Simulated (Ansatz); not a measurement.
YPd₃ (Cu3Au type, Pm-3m) under volume change, DFT-r²SCAN in the program Ansatz with PAW potentials, scaled uniformly.

```json
[
 {"V (Å³/atom)": "15.622", "E − E(relaxed) (meV/atom)": "71.4", "P (GPa)": "16.25"},
 {"V (Å³/atom)": "16.137", "E − E(relaxed) (meV/atom)": "29.8", "P (GPa)": "9.85"},
 {"V (Å³/atom)": "16.652", "E − E(relaxed) (meV/atom)": "7.0", "P (GPa)": "4.49"},
 {"V (Å³/atom)": "17.167", "E − E(relaxed) (meV/atom)": "0.0", "P (GPa)": "0.00"},
 {"V (Å³/atom)": "17.682", "E − E(relaxed) (meV/atom)": "…", "P (GPa)": "…"},
 {"V (Å³/atom)": "18.197", "E − E(relaxed) (meV/atom)": "…", "P (GPa)": "…"},
 {"V (Å³/atom)": "18.712", "E − E(relaxed) (meV/atom)": "50.3", "P (GPa)": "-9.59"}
]
```

Q: Complete the blanks.

A: 
- 18.197, E − E(relaxed) (meV/atom): 23.6
- 18.197, P (GPa): -6.93
- 17.682, E − E(relaxed) (meV/atom): 6.2
- 17.682, P (GPa): -3.77

Q: What does a third-order Birch–Murnaghan fit give for V₀, B₀ and B′?

A: V₀ = 17.17 Å³/atom, B₀ = 137 GPa, B′ = 4.8.

The workflow started from an entry of the Crystallography Open Database (COD). Its standing as an ambient phase is unchecked. The r²SCAN relaxation kept the symmetry of its start; its stability against distortions is not shown here. The run is not spin-polarised.

Potentials: the later of the program's two PAW sets.
